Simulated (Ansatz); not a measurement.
Data:

Zn (hcp, Mg type)

```xyz
2
Lattice="2.6468 0.0000 0.0000 -1.3234 2.2922 0.0000 0.0000 0.0000 4.6794" Properties=species:S:1:pos:R:3 pbc="T T T"
Zn     0.0000     1.5281     3.5095
Zn     1.3234     0.7641     1.1698
```

In this cell atom 1 (Zn, nearest neighbour Zn at 2.647 Å; its periodic images, 2.6 Å or more away, move with it) is moved by s along Cartesian z, unit vector (0.000, 0.000, 1.000); all other atoms and the cell stay fixed.

All values below come from r2SCAN (plane waves to 500 eV, PAW, scalar-relativistic; Ansatz, a program for electronic structure). k mesh 16×16×8 (Γ-centred), Fermi-Dirac smearing 0.05 eV. E stands for the smeared free energy. With partly filled bands, energies and forces of such displacements shift with the k mesh and the smearing. On this mesh the relaxed cell isn't quite at rest: it carries a pressure of 0.2 GPa (compression positive) at the zero of the scan. Zn was relaxed with its symmetry unable to fall. The zero of ΔE is the undisplaced structure.

The scan covers s from -0.260 to 0.260 Å in 11 points.

Is this a single well or a double well?

A single well with its minimum at or next to zero displacement.

Is the energy the same for equal positive and negative displacements?

Even: the same for both signs. With its periodic images moving along, the atom's site symmetry in this cell is -6m2.

What is the force constant k = d²E/ds² of this move at s = 0?

3.40 eV/Å².

With two atoms in the cell this is the zone-centre optical mode. What wavenumber follows?

168 cm⁻¹.

(For displaced atoms, the force is minus the slope of the energy, and its curvature is a force constant, which sets phonon frequencies.)
